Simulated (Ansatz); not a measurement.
Trial structure of SrC8, not yet relaxed:

```
Sr C
1.0
     4.91204    0.00000    0.00000
    -2.45602    4.25395    0.00000
     0.00000    0.00000    3.92210
Sr C
1 8
Cartesian
  0.0000 0.0000 1.9611
  0.0000 2.8360 0.0000
  1.2280 0.7090 0.0000
  2.4560 2.8360 0.0000
  3.6840 0.7090 0.0000
  -1.2280 3.5450 0.0000
  0.0000 1.4180 0.0000
  1.2280 3.5450 0.0000
  2.4560 1.4180 0.0000
```

Level of theory: DFT PBE+D3(BJ), scalar-relativistic, plane waves, PAW (Ansatz). Plane waves to 420 eV, a k mesh through Γ of 6×6×4 on the computed 9-atom cell and Gaussian smearing (0.10 eV); no spin polarisation.

Formation energies are uncorrected and refer to the elements' standard structures at the same level.

Problem. Estimate its pressure, forces and energy as it stands.

Solution. The pressure is 32.9 GPa (the mean over three directions, positive in compression), the largest force is 2.08 eV/Å, and the energy is +0.25 eV/atom against the elements. The shortest distance is 1.42 Å.

Problem. Is it a good guess?

Solution. A rough one: relaxing gains about 0.27 eV/atom (the start's value is from the coarse mesh, so the gain is rough) in 16 ionic steps and ends at −0.03 eV/atom on the finer mesh. The symmetry stays P6/mmm (No. 191). The volume per atom grows by 26.6 %, from 9.1 to 11.5 Å³. The shortest distance goes from 1.42 Å (C–C) to 1.43 Å (C–C). The ratio c/a of the conventional cell changes by a factor of 1.21. Conventional cell: a = 4.987 Å, c = 4.818 Å. Sr is surrounded by 12 C at 2.81 Å; around C on a site of symmetry -6m2 lie 3 C at 1.43 Å; C on a site of symmetry mm2 has 3 C at 1.43–1.44 Å, 6 C at 2.48–2.50 Å and 2 Sr at 2.81 Å.

The last run used a 9×9×8 mesh (in the run's order of axes) for its 9-atom cell and Gaussian smearing of 0.10 eV. For metals, differences of a few meV/atom aren't resolved. The relaxation can't lower the symmetry of the start, and the grade says only how near the guess is to its own end. A later test with randomly moved atoms came back to the same energy, though modes that don't fit the test's cell weren't probed.
